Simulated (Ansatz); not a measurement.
Co2N in space group Pnnm (No. 58; Co on 4g, N on 2a), PBE in the plane-wave PAW code Ansatz, all energies at zero smearing, with the estimated change up to a 700 eV cutoff added, with one set of potentials and settings (totals compare only within such a set). Cell of 6 atoms (4 Co, 2 N): -21272.118 eV.

| element | reference phase | E (eV/atom) |
|---|---|---|
| Co | P6_3/mmc, 2 atoms in the cell, spin-polarised | -5126.1559 |
| N | Pa-3, 8 atoms in the cell | -384.0325 |

Formation energy per atom, worked out: (-21272.118 − 4×(-5126.1559) − 2×(-384.0325))/6 = 0.095 eV/atom (9 kJ per mol of atoms), at 0 K, without zero-point energy or fitted corrections.

The workflow started from an entry of the Crystallography Open Database (COD). Its standing as an ambient phase is unchecked. The PBE relaxation kept the symmetry of its start; whether a distortion lowers the energy is not shown. The workflow began spin-polarised and lost its moments. The references are the lowest solids computed at this level, not always the standard phases (solids in place of the gases).

Potentials: the later of the program's two PAW sets.
